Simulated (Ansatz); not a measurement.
Input file for Ansatz (an electronic-structure program):

Ansatz 0.2 input:
```yaml
crystal:
  lattice:
    - [-3.2273359676, 3.2273359676, 3.2273359676]
    - [3.2273359676, -3.2273359676, 3.2273359676]
    - [3.2273359676, 3.2273359676, -3.2273359676]
  atoms:
    - { symbol: N, position: [0.5614917869, 0.5614917869, 0.5614917869] }
    - { symbol: N, position: [0.4385082131, 0.5, 0.0] }
    - { symbol: N, position: [0.5, 0.0, 0.9385082131] }
    - { symbol: N, position: [0.0, 0.4385082131, 0.5] }
    - { symbol: N, position: [0.9385082131, 0.5, 0.0] }
    - { symbol: N, position: [0.0614917869, 0.0614917869, 0.0614917869] }
    - { symbol: N, position: [0.0, 0.9385082131, 0.5] }
    - { symbol: N, position: [0.5, 0.0, 0.4385082131] }
    - { symbol: Si, position: [0.25, 0.125, 0.875] }
    - { symbol: Si, position: [0.875, 0.25, 0.125] }
    - { symbol: Si, position: [0.75, 0.375, 0.625] }
    - { symbol: Si, position: [0.625, 0.75, 0.375] }
    - { symbol: Si, position: [0.125, 0.875, 0.25] }
    - { symbol: Si, position: [0.375, 0.625, 0.75] }
kpoints:
  mp_grid: { grid: [5, 5, 5] }
basis: { xc_grid: 2 }
hamiltonian:
  xc: pbesol
  pseudopotentials: { azcp: { folder: ./paw }, kind: paw }
scf:
  occupations: { method: fixed }
output:
  optics: { e_range: [0.0, 15.0], de: 0.05, sigma: 0.1, bands: { spectra_wanted_up_to: 12 eV } }
```

Output (shortened):

```
output.optics: the spectra are integrated over the Brillouin zone by k·p interpolation around the k-points, where levels, occupations, output.optics.sigma and …
Pseudopotentials: kind: paw
Pseudopotential: N, paw, valence charge 5
Pseudopotential: Si, paw, valence charge 4
Functional definition: PBEsol
Crystal: 14 atoms, lattice volume = 134.460 Å³
Basis set: ecut = 420 eV, 2659 PW (Γ), exchange–correlation on 80×80×80 points (8 copies of the dense FFT grid, shifted against one another)
Bands: 46, of which v1, the nominal top of the filled ones, is band 32 counted from 1 (31 counted from 0)
Symmetry: 24 space group operations
Space group: I-43d (ITA 220), of the structure as read, at distance tolerance 5.1e-5 Å
k-points: 10 of 125 (time reversal used)
PAW frozen core: N, regenerated for the run's functional, and the local potential with it
PAW frozen core: Si, regenerated for the run's functional, and the local potential with it
Initial density: superposition of atomic densities (chi_scale 0.1, normalization cell, long waves kept (reshape's long-wave potential 0.00 eV rms))
Initial wavefunctions: pseudopotential atomic-orbital guess
Eigensolver: davidson
Functional: x = pbesol(κ = 0.804, μ = 0.12345679012345678), c = pbesol(β = 0.046)
SCF iter   1: F=—  HF=-6782.877039 eV  |F-HF|=—  |Δ(HF+E_count)|=         —  Δρ=1.52e-1  dr2=3.24e1  ethr=3.10e-3  ⟨swp⟩=5.0  Hψ=1799  notcnv=0  defer=111
all-band conjugate gradients solve this SCF's bands
preconditioner: auto → Resta (q_TF=auto, 2.411 Å⁻¹)
SCF iter   2: F=—  HF=-6773.106200 eV  |F-HF|=—  |Δ(HF+E_count)|=    9.77e0  Δρ=5.01e-2  dr2=1.95e0  ethr=3.10e-3  ⟨swp⟩=3.9  Hψ=1192  notcnv=0  defer=116
SCF iter   3: F=—  HF=-6772.707860 eV  |F-HF|=—  |Δ(HF+E_count)|=   3.98e-1  Δρ=2.45e-2  dr2=4.29e-1  ethr=3.04e-3  ⟨swp⟩=1.4  Hψ=502  notcnv=0  defer=103
SCF iter   4: F=—  HF=-6772.638503 eV  |F-HF|=—  |Δ(HF+E_count)|=   6.94e-2  Δρ=1.90e-3  dr2=3.87e-3  ethr=6.70e-4  ⟨swp⟩=2.0  Hψ=421  notcnv=0  defer=120
SCF iter   5: F=—  HF=-6772.640487 eV  |F-HF|=—  |Δ(HF+E_count)|=   1.98e-3  Δρ=5.22e-4  dr2=2.86e-4  ethr=6.05e-6  ⟨swp⟩=2.0  Hψ=739  notcnv=0  defer=120
SCF iter   6: F=—  HF=-6772.640535 eV  |F-HF|=—  |Δ(HF+E_count)|=   4.80e-5  Δρ=7.83e-5  dr2=8.41e-6  ethr=4.46e-7  ⟨swp⟩=2.5  Hψ=731  notcnv=0  defer=112
SCF iter   7: F=—  HF=-6772.640542 eV  |F-HF|=—  |Δ(HF+E_count)|=   6.37e-6  Δρ=1.45e-5  dr2=2.77e-7  ethr=1.31e-8  ⟨swp⟩=2.5  Hψ=765  notcnv=0  defer=85
SCF iter   8: F=—  HF=-6772.640538 eV  |F-HF|=—  |Δ(HF+E_count)|=   3.49e-6  Δρ=1.01e-6  dr2=1.24e-9  ethr=4.33e-10  ⟨swp⟩=2.3  Hψ=761  notcnv=0  defer=67
SCF iter  10: F=-6772.640538 eV  HF=-6772.640538 eV  |F-HF|=3.64e-12  |Δ(HF+E_count)|=  2.73e-12  Δρ=1.99e-8  dr2=4.55e-13  ethr=1.00e-12  ⟨swp⟩=14.0  Hψ=2323  notcnv=0
SCF 1 converged in 10 iterations: F = -6772.640538 eV  dr2 = 4.55e-13
NSCF: frozen V_eff on 10 k-points
Optics k sum: 0 of 10 k-points
Optics k sum: 1 of 10 k-points
Optics k sum: 2 of 10 k-points
Optics k sum: 3 of 10 k-points
Optics k sum: 4 of 10 k-points
Optics k sum: 5 of 10 k-points
Optics k sum: 6 of 10 k-points
Optics k sum: 7 of 10 k-points
Optics k sum: 8 of 10 k-points
Optics k sum: 9 of 10 k-points
Optics k sum: 10 of 10 k-points
Optics k sum: 0 of 10 k-points
Optics k sum: 1 of 10 k-points
Optics k sum: 2 of 10 k-points
Optics k sum: 3 of 10 k-points
Optics k sum: 4 of 10 k-points
Optics k sum: 5 of 10 k-points
Optics k sum: 6 of 10 k-points
Optics k sum: 7 of 10 k-points
Optics k sum: 8 of 10 k-points
Optics k sum: 9 of 10 k-points
Optics k sum: 10 of 10 k-points
NSCF: frozen V_eff on 1 k-points
NSCF: frozen V_eff on 1 k-points
NSCF: frozen V_eff on 1 k-points
output.optics: what the bands over the 72 summed would add to eps1, eps2 and the energy-loss function is held between a lower and an upper bound (7 Lanczos …
SCF converged after 10 iterations
Free energy (F): -6772.640538 eV
Harris-Foulkes:  -6772.640538 eV  (|F-HF|=3.64e-12)
Internal energy: -6772.640538 eV  (E = F + TS)
E sigma→0 (E₀):  -6772.640538 eV
Fermi energy:    9.354436 eV
--- Per-component energies (eV) ---
  E_band       = 138.557396
  E_kinetic    = 1328.103982
  E_local      = -1613.964851  (includes V_loc(G=0)·N_el)
  E_nonlocal   = 407.403045
  E_hartree    = 549.249176
  E_xc         = -819.851818
  E_vxc        = -904.356425  (∫ρ·V_xc dr)
  E_paw        = -3976.825252  (= ΣΔE_a)
  E_vpaw       = -177.133810  (= ΣTr[D̂ρ^β])
  E_aug_tail   = 0.007123  (compensation charges beyond the density's cutoff)
  E_ewald      = -2647.176099
  E_core_change = 0.414155  (= ΣΔE_core)
  E_smearing   =  0.000000  (= −TS)
  E_closure    = 0.000000  (closes the sum)
  Σ components = -6772.640538   (vs F -6772.640538, Δ=0.00e0)
  [band-id]    e_kinetic+e_local+e_nonlocal+2·e_hartree+e_vxc+e_vpaw+e_augmentation_tail = 138.557417   (vs E_band 138.557396, Δ=2.09e-5)
--- Band table (eV; the first three rows and the last of 10) ---
  k-point 0: bands = ["-8.8809", "-5.9297", "-5.9297", "-5.9297", "-5.4138", "-5.4138", "-5.4138", "-4.7129", "-0.5026", "-0.5026", "0.5867", "0.5867", "0.5867", "3.6551", "3.6551", "3.6551", "3.9729", "5.3175", "5.3175", "5.3582", "5.3582", "5.3582", "6.4624", "6.4624", "6.4624", "7.3926", "7.3926", "7.3926", "9.1989", "9.1989", "9.1989", "9.2981", "13.8270", "13.8270", "13.9787", "13.9787", "13.9787", "14.0781", "15.1466", "15.1466", "15.1466", "17.0210", "17.0210", "17.0210", "17.8920", "17.8920"]
  k-point 1: bands = ["-8.6822", "-6.3122", "-6.0422", "-6.0222", "-5.4996", "-5.4279", "-5.3231", "-4.7134", "-0.1949", "-0.1129", "0.7891", "0.8782", "1.0268", "3.1376", "3.4746", "3.7594", "4.4614", "4.7918", "4.9357", "5.1537", "5.3188", "5.5540", "5.9116", "6.2590", "6.3862", "7.2830", "7.3746", "7.4633", "8.6775", "8.9338", "9.2458", "9.2591", "13.3940", "13.5383", "14.2751", "14.6004", "14.6909", "14.8568", "15.6758", "15.7433", "15.8755", "17.0886", "17.2204", "17.3386", "18.0676", "18.3893"]
  k-point 2: bands = ["-8.1069", "-7.2368", "-6.1679", "-6.1562", "-5.5153", "-5.4792", "-5.0874", "-4.8351", "0.4477", "0.4802", "1.1698", "1.2264", "2.2857", "2.7851", "3.4275", "3.6481", "3.7008", "4.4799", "4.5027", "4.7256", "4.8199", "5.3461", "5.9717", "6.1632", "6.3003", "6.9427", "7.1852", "7.6632", "7.8022", "8.3351", "9.3295", "9.3309", "14.0106", "14.0233", "14.9619", "15.3650", "15.4700", "15.5505", "16.1857", "16.5349", "16.7894", "17.0370", "17.2271", "17.8343", "17.9884", "18.2551"]
  k-point 9: bands = ["-7.3796", "-6.6433", "-6.5869", "-6.5869", "-6.5058", "-5.8913", "-4.9203", "-4.9203", "1.2661", "1.6172", "2.1646", "2.1646", "2.2414", "3.1553", "3.2531", "3.6326", "3.6326", "3.6936", "4.2693", "4.4277", "4.8482", "4.8482", "5.2281", "5.2281", "6.8394", "7.2359", "7.2359", "7.4668", "7.5436", "7.8527", "8.3917", "8.3917", "13.8836", "14.3850", "14.9237", "14.9237", "15.0916", "15.6878", "17.2716", "17.4066", "17.4066", "17.5224", "17.9464", "18.4617", "18.4617", "18.5348"]
  band table: 46 of 46 bands, residual norms ≤ 1.0e-3 eV
```

Cost: around 26 core-seconds (rough) on shared cores.

The workflow started from an entry of the Crystallography Open Database (COD), which files this formula under 4 space groups. It is not the phase usual at ambient conditions (space group No. 176). Symmetry was held in the PBEsol relaxation; its stability against distortions is not shown here.

Potentials: the earlier of the program's two PAW sets. The files were generated under PBE; for other functionals the program regenerates the frozen cores, and for LDA and PBEsol the local potential too.

Ansatz is a plane-wave DFT program.
